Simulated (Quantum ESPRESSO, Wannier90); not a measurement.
**CdHgSe$_{2}$ (R3m): Wannier90 run**

```
begin unit_cell_cart
ang
   -2.1812999076    3.7781222666    0.0000000000
   -4.3625998153    0.0000000000    0.0000000000
   -2.1812999076    1.2593740889    7.1166330000
end unit_cell_cart
begin atoms_frac
Cd   0.4996700000  0.4996700000 -0.4990100000
Hg   0.0001470000  0.0001470000 -0.0004410000
Se   0.1257970000  0.1257970000 -0.3773910000
Se  -0.3756000000 -0.3756000000  0.1268000000
end atoms_frac
```

Materials Project entry mp-1226733; symmetrised, unrelaxed at this level. Not found in the COD (Crystallography Open Database) copy used; not checked further. Computed values, not measurements, from LDA: Quantum ESPRESSO (norm-conserving PseudoDojo potentials, cutoff 82 Ry, no spin polarisation, no spin-orbit coupling) on a Γ-centred 6×6×6 mesh, then Wannier90. Density: 8×8×8 mesh, Gaussian smearing 0.01 Ry. Spin-orbit coupling is left out although heavy elements are present.

Bands 19-20 form an isolated set from -12.99 to -12.45 eV relative to the Fermi level (on the path) and are turned into 2 Wannier functions by minimising the spread from the start: atomic waves Se 4s.

Centres (Cartesian, Å; one of the equivalent choices) and spreads:

```
n      x       y       z  spread (Å²)  nearest atom
-  -----  ------  ------  -----------  ------------
1  0.000   0.000  -2.688        1.393           Se3
2  2.181  -1.259   0.902        1.374           Se4
```

Ω_I = 2.77 Å², Ω_total = 2.77 Å²; the interpolated bands follow pw.x to 0.0 meV rms on the path. Only this start was tried; a symmetric start can stop on a saddle, and mixtures of these functions could lower the total by at most Ω_total − Ω_I.
